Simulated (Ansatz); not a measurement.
According to the program Ansatz at the LDA level (PAW), GeAs in the monoclinic phase (C2/m; Pearson symbol mS24) relaxes to a = 14.989 Å, b = 3.800 Å, c = 9.283 Å, β = 98.7°. Ge on 4i has 4 nearest neighbours from 2.43 Å (tetrahedral); Ge on 4i has 4 nearest neighbours from 2.45 Å (tetrahedral); As on 4i has 3 nearest neighbours from 2.46 Å (trigonal pyramidal). Against the elements it lies at -2.2 kJ/mol of atoms, with no fitted shifts.

It is gapped at this level: 0.09 eV (indirect). The electron mass is 0.062, 0.073, 0.18 mₑ (principal values). The hole mass is 0.11, 0.35, 0.50 mₑ (principal values).

The bulk modulus is 38.1 GPa.

The start of the workflow was typed in or built on a structure type; neither database checked (COD, Materials Project) lists it. Whether it is the stable phase at ambient conditions was not checked. The cell was relaxed with LDA under the symmetry of its start; its stability against distortions is not shown here. The volume moved by -23 % from the start of the relaxation. A crystal of weakly bound layers computed without a dispersion correction: the cell and the soft elastic constants depend strongly on that. The references are the lowest solids computed at this level, not always the standard phases. Spin–orbit coupling is left out wherever it is not named.

Potentials: the earlier of the program's two PAW sets.
